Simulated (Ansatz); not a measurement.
Geometry optimisation in Ansatz: input, command and trajectory.

```yaml
crystal:
  lattice:
    - [4.3150001657, 0.0, 0.0]
    - [-2.1575000829, 3.7368997608, 0.0]
    - [0.0, 0.0, 5.49]
  atoms:
    - { symbol: Bi, position: [0.3333333333, 0.6666666667, 0.25] }
    - { symbol: Bi, position: [0.6666666667, 0.3333333333, 0.75] }
    - { symbol: Pt, position: [0.0, 0.0, 0.0] }
    - { symbol: Pt, position: [0.0, 0.0, 0.5] }
basis:
  ecutwfc: 500
kpoints:
  mp_grid: { grid: [12, 12, 8] }
hamiltonian:
  xc: r2scan
scf:
  occupations: { method: gaussian, width: 0.1 }
output:
  forces: true
  stress: true
  eigenvalues: true
  write_density: true
  write_potential: true
  elf: true
  volumetric_format: npy
relax:
  adjacent_minimum: "off"
  f_tol: 0.005
  max_steps: 80
  cell: { stress_tol: 0.05 }
```

```bash
ansatz run input.yaml --threads 1 --pin off --max-ram 2560MiB --backend cpu --events-out ev --progress --plain --runs-dir out
```

Computed with Ansatz, DFT r2SCAN, scalar-relativistic, plane waves, PAW.

Of 5 frames 5 are shown, positions in Å and forces in eV/Å; the SCF threshold varies from step to step. Steps run on the plane waves of an earlier cell, with a Pulay correction in the pressure. The basis is chosen afresh for the last frame, the zero of the energies, and at times for earlier ones too; energy and pressure can step there, also at an unchanged geometry. Where two frames share a geometry here, they differ by under 2 meV/atom and 0.3 GPa. The mark taken_back stands on steps that the optimiser undid.

```xyz
4
Lattice="4.3150 0.0000 0.0000 -2.1575 3.7369 0.0000 0.0000 0.0000 5.4900" Properties=species:S:1:pos:R:3:forces:R:3 pbc="T T T" step=1 free_energy_over_end_meV_per_atom=13.33 pressure_GPa=5.06
Bi    0.0000    2.4913    1.3725    0.0000    0.0000    0.0000
Bi    2.1575    1.2456    4.1175    0.0000    0.0000    0.0000
Pt    0.0000    0.0000    0.0000    0.0000    0.0000    0.0000
Pt    0.0000    0.0000    2.7450    0.0000    0.0000    0.0000
4
Lattice="4.5074 0.0000 0.0000 -2.2537 3.9035 0.0000 0.0000 0.0000 5.6793" Properties=species:S:1:pos:R:3:forces:R:3 pbc="T T T" step=2 free_energy_over_end_meV_per_atom=54.32 pressure_GPa=-7.99 taken_back
Bi    0.0000    2.6023    1.4198    0.0000    0.0000    0.0000
Bi    2.2537    1.3012    4.2594    0.0000    0.0000    0.0000
Pt    0.0000    0.0000    0.0000    0.0000    0.0000    0.0000
Pt    0.0000    0.0000    2.8396    0.0000    0.0000    0.0000
4
Lattice="4.3903 0.0000 0.0000 -2.1951 3.8021 0.0000 0.0000 0.0000 5.5501" Properties=species:S:1:pos:R:3:forces:R:3 pbc="T T T" step=3 free_energy_over_end_meV_per_atom=0.72 pressure_GPa=-0.80
Bi    0.0000    2.5347    1.3875    0.0000    0.0000    0.0000
Bi    2.1951    1.2674    4.1626    0.0000    0.0000    0.0000
Pt    0.0000    0.0000    0.0000    0.0000    0.0000    0.0000
Pt    0.0000    0.0000    2.7750    0.0000    0.0000    0.0000
4
Lattice="4.3801 0.0000 0.0000 -2.1901 3.7933 0.0000 0.0000 0.0000 5.5387" Properties=species:S:1:pos:R:3:forces:R:3 pbc="T T T" step=4 free_energy_over_end_meV_per_atom=0.28 pressure_GPa=-0.01
Bi    0.0000    2.5289    1.3847    0.0000    0.0000    0.0000
Bi    2.1901    1.2644    4.1540    0.0000    0.0000    0.0000
Pt    0.0000    0.0000    0.0000    0.0000    0.0000    0.0000
Pt    0.0000    0.0000    2.7693    0.0000    0.0000    0.0000
4
Lattice="4.3801 0.0000 0.0000 -2.1901 3.7933 0.0000 0.0000 0.0000 5.5387" Properties=species:S:1:pos:R:3:forces:R:3 pbc="T T T" step=5 free_energy_over_end_meV_per_atom=0.00 pressure_GPa=0.00
Bi    0.0000    2.5289    1.3847    0.0000    0.0000    0.0000
Bi    2.1901    1.2644    4.1540    0.0000    0.0000    0.0000
Pt    0.0000    0.0000    0.0000    0.0000    0.0000    0.0000
Pt    0.0000    0.0000    2.7693    0.0000    0.0000    0.0000
```

The run took 3.7 min on 1 thread of Arm Neoverse V2 (shared host), peak memory 0.76 GiB.

Spin–orbit coupling is left out, which can shift energies with elements as heavy as these.